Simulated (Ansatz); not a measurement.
HfO₂:
```
CELL_PARAMETERS angstrom
      3.57702     0.00000     0.00000
      0.00000     3.57702     0.00000
      0.00000     0.00000     5.20363
ATOMIC_POSITIONS crystal
  Hf 0.50000 0.50000 0.50000
  Hf 0.00000 0.00000 0.00000
  O  0.00000 0.50000 0.69607
  O  0.00000 0.50000 0.19607
  O  0.50000 0.00000 0.80393
  O  0.50000 0.00000 0.30393
```

Relaxed with r²SCAN. Special points in fractions of this cell's reciprocal vectors: Γ (0.000, 0.000, 0.000); X (0.000, 0.500, 0.000); M (0.500, 0.500, 0.000); Z (0.000, 0.000, 0.500); R (0.000, 0.500, 0.500); A (0.500, 0.500, 0.500).

### Question
List the band energies nearest the valence-band maximum at these points for the program Ansatz at the r²SCAN level (PAW).

### Answer
In eV from the valence-band maximum; about four levels below and three above (degenerate sets whole), none deeper than 8.9 eV; points with the same levels are listed once.

| k | below | above |
|---|---|---|
| Γ | -0.68 -0.14 -0.07 -0.07 | 5.27 5.29 6.51 |
| X | -1.42 -1.42 -0.15 -0.15 | 5.63 5.63 6.66 6.66 |
| M | -0.76 -0.76 -0.51 -0.51 | 6.30 6.30 6.64 6.64 |
| Z | -0.69 -0.69 0.00 0.00 | 5.92 5.92 6.23 6.23 |
| R | -1.40 -1.40 -0.94 -0.94 | 5.77 5.77 6.16 6.16 |
| A | -1.45 -1.45 -0.02 -0.02 | 6.46 6.46 6.83 6.83 |

Space group P4_2/nmc. This is a known high-temperature phase of the composition, computed here at zero pressure and temperature. The cell was relaxed with r²SCAN under the symmetry of its start; its stability against distortions is not shown here. The run is not spin-polarised. Scalar-relativistic: spin–orbit coupling is off unless named, which matters more the heavier the elements.

Potentials: the earlier of the program's two PAW sets. The files were generated under PBE; for other functionals the program regenerates the frozen cores, and for LDA and PBEsol the local potential too.
